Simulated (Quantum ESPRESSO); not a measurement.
**Band energies of LuCuS$_{2}$ at +2 % isotropic strain**

```xyz
4
Lattice="3.8733 0.0000 0.0000 -1.9366 3.3544 0.0000 0.0000 0.0000 6.1028" Properties=species:S:1:pos:R:3 pbc="T T T"
S      1.9366     1.1181     4.7227
S      0.0000     0.0000     1.6549
Cu     1.9366     1.1181     2.4040
Lu     0.0000     2.2362     0.0248
```

PBEsol (Quantum ESPRESSO, PseudoDojo norm-conserving, 100 Ry, no spin-orbit coupling); path ΓMKΓALHA,LM,KH; energies in eV from the valence-band maximum.

| k (1/Å) | point | band 24 | band 25 | band 26 | band 27 | band 28 | band 29 | band 30 | band 31 |
|---|---|---|---|---|---|---|---|---|---|
| 0.00 | Γ | -1.98 | -1.98 | -0.18 | 0.00 | 0.00 | 1.59 | 2.63 | 2.63 |
| 0.35 |  | -2.22 | -1.91 | -1.14 | -0.51 | -0.38 | 1.90 | 2.72 | 3.33 |
| 0.70 |  | -2.30 | -1.84 | -1.68 | -1.39 | -1.12 | 1.52 | 3.67 | 4.27 |
| 0.94 | M | -2.13 | -1.97 | -1.85 | -1.66 | -1.25 | 1.44 | 4.02 | 4.50 |
| 1.15 |  | -2.25 | -2.03 | -1.78 | -1.68 | -1.13 | 2.00 | 3.75 | 3.92 |
| 1.48 | K | -2.30 | -1.99 | -1.78 | -1.49 | -1.24 | 2.87 | 3.55 | 3.60 |
| 1.91 |  | -2.30 | -1.99 | -1.64 | -1.40 | -0.72 | 2.40 | 2.84 | 3.80 |
| 2.23 |  | -2.20 | -1.93 | -1.05 | -0.58 | -0.24 | 2.22 | 2.53 | 2.97 |
| 2.56 | Γ | -1.98 | -1.98 | -0.18 | 0.00 | 0.00 | 1.59 | 2.63 | 2.63 |
| 2.66 |  | -1.96 | -1.96 | -0.31 | -0.04 | -0.04 | 1.65 | 2.61 | 2.61 |
| 2.97 |  | -1.71 | -1.71 | -1.08 | -0.39 | -0.39 | 1.81 | 2.49 | 2.49 |
| 3.07 | A | -1.68 | -1.68 | -1.15 | -0.44 | -0.44 | 1.81 | 2.48 | 2.48 |
| 3.39 |  | -1.88 | -1.78 | -1.10 | -0.98 | -0.65 | 1.97 | 3.04 | 3.12 |
| 3.70 |  | -2.03 | -1.99 | -1.52 | -0.93 | -0.82 | 1.51 | 3.50 | 3.61 |
| 4.01 | L | -2.05 | -2.04 | -1.86 | -0.87 | -0.75 | 1.32 | 3.25 | 3.96 |
| 4.12 |  | -2.12 | -2.02 | -1.82 | -0.97 | -0.78 | 1.45 | 3.37 | 3.94 |
| 4.44 |  | -2.33 | -1.98 | -1.59 | -1.39 | -1.17 | 2.49 | 3.40 | 3.78 |
| 4.55 | H | -2.35 | -1.98 | -1.58 | -1.38 | -1.25 | 2.69 | 3.36 | 3.56 |
| 4.82 |  | -2.25 | -1.96 | -1.59 | -1.28 | -1.09 | 2.38 | 2.91 | 4.13 |
| 5.09 |  | -2.13 | -1.81 | -1.38 | -1.03 | -0.99 | 2.33 | 2.73 | 3.68 |
| 5.45 |  | -1.76 | -1.71 | -1.11 | -0.71 | -0.55 | 2.10 | 2.44 | 2.79 |
| 5.63 | A | -1.68 | -1.68 | -1.15 | -0.44 | -0.44 | 1.81 | 2.48 | 2.48 |
| 5.63 | L | -2.05 | -2.04 | -1.86 | -0.87 | -0.75 | 1.32 | 3.25 | 3.96 |
| 6.04 |  | -2.10 | -1.94 | -1.88 | -1.62 | -1.21 | 1.44 | 3.89 | 4.55 |
| 6.15 | M | -2.13 | -1.97 | -1.85 | -1.66 | -1.25 | 1.44 | 4.02 | 4.50 |
| 6.15 | K | -2.30 | -1.99 | -1.78 | -1.49 | -1.24 | 2.87 | 3.55 | 3.60 |
| 6.25 |  | -2.30 | -1.92 | -1.80 | -1.47 | -1.27 | 2.91 | 3.46 | 3.59 |
| 6.66 | H | -2.35 | -1.98 | -1.58 | -1.38 | -1.25 | 2.69 | 3.36 | 3.56 |

The PBEsol gap is indirect, 1.32 eV, from Γ to L; the smallest direct gap is 1.59 eV.

The 3d shell has no Hubbard U; the runs are without spin polarisation, and magnetic order was not tried. The 4f states are in the valence at their DFT position.

Geometry strained from the cell relaxed with PBEsol, atoms relaxed again.

The structure is a Materials Project entry; no match was found in the copy of COD used, and its stability was not checked.
